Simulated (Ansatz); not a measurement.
Put CrRuC4N4 in P4/mmm (No. 123): Cr on 1a; Ru on 1c; C on 4j; N on 4j. A trial structure of CrRuC4N4 was built thus: stacked square cyanide-bridged sheets.

Level of theory: Ansatz 0.2.0, DFT PBE, scalar-relativistic, plane waves, PAW. Cutoff 420 eV, Γ-centred mesh, Gaussian smearing, collinear spin.

Energies over the elements count from the elements' standard structures at the same level (N₂ as a molecule), with no fitted energy shifts.

Problem. Which cell and coordinates does it relax to?

Solution.

Space group P4/mmm (No. 123). a = 7.293 Å, b = 7.293 Å, c = 3.126 Å, α = 90.00°, β = 90.00°, γ = 90.00°
| atom | site | symmetry | x | y | z |
| --- | --- | --- | --- | --- | --- |
| Cr | 1a | 4/mmm | 0.0000 | 0.0000 | 0.0000 |
| Ru | 1c | 4/mmm | 0.5000 | 0.5000 | 0.0000 |
| C | 4j | m.2m | 0.1955 | 0.8045 | 0.0000 |
| N | 4j | m.2m | 0.3093 | 0.6907 | 0.0000 |

Cr has 4 C at 2.02 Å; Ru has 4 N at 1.97 Å; around C lie 1 N at 1.17 Å and 1 Cr at 2.02 Å; around N lie 1 C at 1.17 Å and 1 Ru at 1.97 Å. Another local minimum with the same sites may exist.

Problem. And its energy and gap?

Solution. The energy over the elements is +0.49 eV/atom, the gap on the 6×6×12 mesh of the 10-atom cell is 0 eV (a metal) and the net moment per atom is 0.25 μB. The moment by site is Cr 2.5; Ru -0.6 μB. The separate elements lie lower, so it is unstable against them.

The last run used collinear spin and Gaussian smearing of 0.10 eV. The reference form of C is held partly by dispersion forces, which this level lacks. The magnetic state reached may not be the lowest. Symmetry constrained the relaxation, so the result can be a saddle point. Site moments count only spheres around the atoms; the net moment includes the space between them.
